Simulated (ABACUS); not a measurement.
ABACUS run on ZnO (P2_1, 4 atoms in the cell; from Materials Project mp-2133, changed as shown): self-consistent single point.

All values come from this method and carry its errors: PBE, PseudoDojo 0.5 standard norm-conserving PBE (tails mended) pseudopotentials (plane waves; ABACUS).

The change in words: lattice vector b scaled by 1.01. Reference geometry (P6_3mc):
```
ZnO
1.0
    3.23735     0.00000     0.00000
   -1.61868     2.80363     0.00000
    0.00000     0.00000     5.22206
Zn O
2 2
Cartesian
  1.61868   0.93454   2.61411
  0.00000   1.86909   0.00308
  1.61868   0.93454   4.59395
  0.00000   1.86909   1.98292
```

Reference input (self-consistent single point, DFT, PBE, plane waves, PseudoDojo 0.5 standard norm-conserving PBE (tails mended) pseudopotentials): KPT = Gamma 6 6 4 0 0 0; basis_type = pw; ecutwfc = 84 Ry; smearing_method = gaussian; smearing_sigma = 0.00146997 Ry; potentials = PseudoDojo 0.5 standard norm-conserving PBE (tails mended); symmetry = 1; symmetry_prec = 1e-05; ks_solver = cg; scf_nmax = 100; scf_thr = 1.0e-09 Ry; mixing_type = broyden. This run's input differs from it in these lines:

```diff
@@ -27,3 +27,3 @@
    6.1177048696    0.0000000000    0.0000000000
-  -3.0588524348    5.2980871856    0.0000000000
+  -3.0894414316    5.3510675472    0.0000000000
    0.0000000000    0.0000000000    9.8682632064
@@ -36,4 +36,4 @@
 2
-   3.0588554936    1.7660272958    4.9399538785
-  -0.0000030589    3.5320598898    0.0058222753
+   3.0486591716    1.7836873987    4.9399538785
+  -0.0203957336    3.5673801485    0.0058222753
 
@@ -42,4 +42,4 @@
 2
-   3.0588554936    1.7660272958    8.6813085079
-  -0.0000030589    3.5320598898    3.7471769047
+   3.0486591716    1.7836873987    8.6813085079
+  -0.0203957336    3.5673801485    3.7471769047
 # file: KPT
```

Output, abridged:

```
 SELF-CONSISTENT
 -------------------------------------------
                                 init_chg = atomic

 PW ALGORITHM --------------- ION=   1  ELEC=   1--------------------------------

 Density error is 1.01702383099
                          Error Threshold = 0.01
 E_KohnSham     -901.8596654817      -12270.4302469253
 E_Fermi        0.6119224464         8.3256320055

 PW ALGORITHM --------------- ION=   1  ELEC=   2--------------------------------

 Density error is 1.64612533327
                          Error Threshold = 0.00195581505959
 E_KohnSham     -902.1529566486      -12274.4206779686
   [... lines left out ...]

 Density error is 8.65348463179e-09
                          Error Threshold = 7.29578229468e-12
 E_KohnSham     -902.4210835703      -12278.0687318900
 E_Fermi        0.7271436226         9.8932965313

 PW ALGORITHM --------------- ION=   1  ELEC=  14--------------------------------

 Density error is 2.81386916141e-10
                          Error Threshold = 7.29578229468e-12
 E_KohnSham     -902.4210835723      -12278.0687319170
 E_KS(sigma->0) -902.4210835723      -12278.0687319170
 E_entropy(-TS) -0.0000000000        -0.0000000000
 E_Fermi        0.7271327471         9.8931485624
 charge density convergence is achieved
 final etot is -12278.068732 eV
 EFERMI = 9.8931485624 eV

 STATE ENERGY(eV) AND OCCUPATIONS    NSPIN == 1
   [... 33 lines left out ...]

 TOTAL-FORCE (eV/Angstrom)
                       Zn1        -0.0394494374        -0.0666241796        -0.0462978265
                       Zn2         0.0394494374         0.0666241796        -0.0462978265
                        O1        -0.0452454632        -0.0766365347         0.0462978265
                        O2         0.0452454632         0.0766365347         0.0462978265

 TOTAL-STRESS (KBAR)
        40.0045941052         4.9810243492         0.0000000000
         4.9810243492        23.0709557708         0.0000000000
         0.0000000000         0.0000000000        42.7377210572
 TOTAL-PRESSURE: 35.271090 KBAR

 --------------------------------------------
 !FINAL_ETOT_IS -12278.0687319169919647 eV
 --------------------------------------------
```

The run converged in 14 iterations. Against the reference run the free energy drops by 2.6 meV/atom, the pressure goes from 5.00 to 3.53 GPa, the largest force goes from 0.004 to 0.100 eV/Å and the gap on the mesh goes from 0.868 to 0.842 eV.

The structure comes from a collection of computed structures, made at another level of theory; the collection holds predicted forms beside known ones.

Cost on one core: about 7 core-minutes (a rough figure).

“Tails mended”: in these copies of the files the far tail of each local potential was reset to the Coulomb form.
